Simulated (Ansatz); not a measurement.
LaAg₂: reading a single point

```
CELL_PARAMETERS angstrom
2.32161 4.02115 0.00000
-2.32161 4.02115 0.00000
0.00000 0.00000 4.08112
ATOMIC_POSITIONS crystal
La 0.00000 0.00000 0.00000
Ag 0.33330 0.33340 0.50000
Ag 0.66660 0.66670 0.50000
```

Method: r2SCAN, no spin polarisation; PAW, plane waves to 500 eV, 8×8×8 Γ-centred mesh, fermi-dirac occupations (width 0.1 eV) (Ansatz 0.2.0), atoms fixed.

Problem. What happens at the Fermi level?

Solution. It is a metal, with about 2.1 states/eV a cell as the mean within 0.25 eV of the Fermi level, mostly La d (58 %).

Problem. Is it stable against the elements?

Solution. -0.26 eV an atom against the elements' usual phases (free molecules for gases, crystals otherwise, with no correction for O₂ or N₂), so it is bound against them; other compounds may still compete. Relaxing would lower it.

Problem. Describe some of the short contacts.

Solution. Ag–Ag at 2.68 Å: least valence density 0.32 e/Å³ and ELF 0.18 there. La–Ag at 3.37 Å: least valence density 0.13 e/Å³ and ELF 0.14 there. These are pseudo-fields; inside the PAW spheres they differ from the all-electron ones.

Problem. Give the Bader charges.

Solution. Bader charges in e: La +1.52, Ag -0.76. In the mean La gives up most and Ag takes most.

Problem. Is the cell too large or too small?

Solution. The pressure is 0.5 GPa (compression positive), so with the atoms held at these fractions the cell would first expand. The principal stresses -2.4, 2.0, 2.0 GPa differ, so its shape would change too.

Origin: a known structure type with other elements, at an estimated volume, so it need not be a known compound. Caveats: f levels without a U or exact exchange are poorly placed.
